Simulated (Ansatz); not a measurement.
Relaxed Ni (fcc, Cu type):

```xyz
4
Lattice="3.5184 0.0000 0.0000 0.0000 3.5184 0.0000 0.0000 0.0000 3.5184" Properties=species:S:1:pos:R:3 pbc="T T T"
Ni     0.0000     0.0000     0.0000
Ni     1.7592     1.7592     0.0000
Ni     1.7592     0.0000     1.7592
Ni     0.0000     1.7592     1.7592
```

The numbers are results of PBE (plane waves to 420 eV, PAW, scalar-relativistic; Ansatz, an electronic-structure program), not measurements. k mesh 11×11×11 (Γ-centred), Fermi-Dirac smearing 0.05 eV. With partly filled bands, energies and forces of such displacements shift with the k mesh and the smearing. On this mesh the relaxed cell isn't quite at rest: it carries a pressure of 0.1 GPa (compression positive) at the zero of the scan. Ni was relaxed with its symmetry unable to fall. Relaxed Ni ends ferromagnetic. Other magnetic orders were not checked, so this need not be the ground state.

One atom of the cell was then moved (with its periodic images), all else fixed, and the forces (eV/Å) came out as:

| atom | Fx | Fy | Fz |
|---|---|---|---|
| Ni1 | -0.036 | 1.488 | 0.000 |
| Ni2 | 1.488 | -0.036 | 0.000 |
| Ni3 | 3.236 | 3.236 | 0.000 |
| Ni4 | -4.688 | -4.688 | 0.000 |

Question: Which atom was moved, and by which vector (Å)?

Answer: Ni4, by (0.35, 0.35, 0.00), 0.50 Å in all.

(A displaced cell: forces are minus the slopes of the energy, force constants its curvatures, and phonons follow from these.)
